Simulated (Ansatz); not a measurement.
The start is a generated cell, Si built in the AFLOW prototype A_oC8_64_f (A11, as in Ga). The structure is fully relaxed (lattice and positions, P = 0) with r2SCAN (plane waves to 500 eV, PAW, scalar-relativistic; Ansatz, a quantum-chemistry and plane-wave program).

Ansatz input (later rounds restart from its end on a renewed k-mesh):
Ansatz 0.2 input:
```yaml
crystal:
  lattice:
    - [2.0790619, -3.5214887, 0]
    - [2.0790619, 3.5214887, 0]
    - [0, 0, 4.1590432]
  atoms:
    - { symbol: Si, position: [0.3451, 0.6549, 0.581] }
    - { symbol: Si, position: [0.6549, 0.3451, 0.419] }
    - { symbol: Si, position: [0.8451, 0.1549, 0.919] }
    - { symbol: Si, position: [0.1549, 0.8451, 0.081] }
basis: { ecutwfc: 500, ecutrho_ratio: 4, xc_grid: 4, fft_grid_basis: typed }
kpoints: { mp_grid: { grid: [9, 9, 8] } }
hamiltonian:
  xc: r2scan
  dispersion: none
  pseudopotentials: { kind: paw }
scf: { occupations: { method: fermi_dirac, width: 0.05 } }
relax: { f_tol: 0.01, max_steps: 100, cell: { stress_tol: 0.02 } }
output: { forces: true, stress: true }
```

Question: How large is the pressure on the unrelaxed cell, and of which sign?

Answer: +8.7 GPa (positive: the cell is compressed).

Question: Which atoms feel the largest initial force, and how large is it?

Answer: 1.01 eV/Å, on Si1, Si2, Si3, Si4 (atoms numbered as listed).

Question: By how much does the energy per atom fall from start to end?

Answer: 0.22 eV/atom.

Question: How does the volume change?

Answer: +10.6 %, from 15.22 to 16.83 Å³/atom.

Question: How do the shortest distances between atoms change?

Answer: The closest pairs of elements (up to four, under 3.6 Å), start → end: Si–Si 2.28 → 2.43 Å.

Question: What band gap does the relaxed structure have at this level?

Answer: No gap (metallic).

Question: What does it relax into? Give the structure.

Answer: 
```cif
data_Si8
_chemical_formula_sum 'Si8'
_space_group_name_H-M_alt 'Cmce'
_space_group_IT_number 64
_space_group_name_Hall '-C 2ac 2'
_cell_length_a 4.72125
_cell_length_b 7.60571
_cell_length_c 3.75019
_cell_angle_alpha 90.000
_cell_angle_beta 90.000
_cell_angle_gamma 90.000
loop_
_atom_site_label
_atom_site_type_symbol
_atom_site_symmetry_multiplicity
_atom_site_Wyckoff_symbol
_atom_site_fract_x
_atom_site_fract_y
_atom_site_fract_z
_atom_site_occupancy
Si1 Si 8 f 0.00000 0.14871 0.14740 1
```
(The calculation used a cell of 4 atoms; values per cell refer to that cell.)

The space group stays Cmce (No. 64) (the run could not lower it); the end is AFLOW prototype A_oC8_64_f (A11, as in Ga), with 4 atoms in the primitive cell. Final values are on a 12×12×12 k-mesh of the relaxed cell. No spin polarisation in the result.

The run could not lose the symmetry of its start: the end is stationary, and may be a saddle point rather than a minimum.

The relaxed structure here is a generated cell of Si: the first start was made by placing the elements on the sites of a structure type, and the end was not matched to a known phase here, so it may be hypothetical. Known forms of Si include space group No. 227.
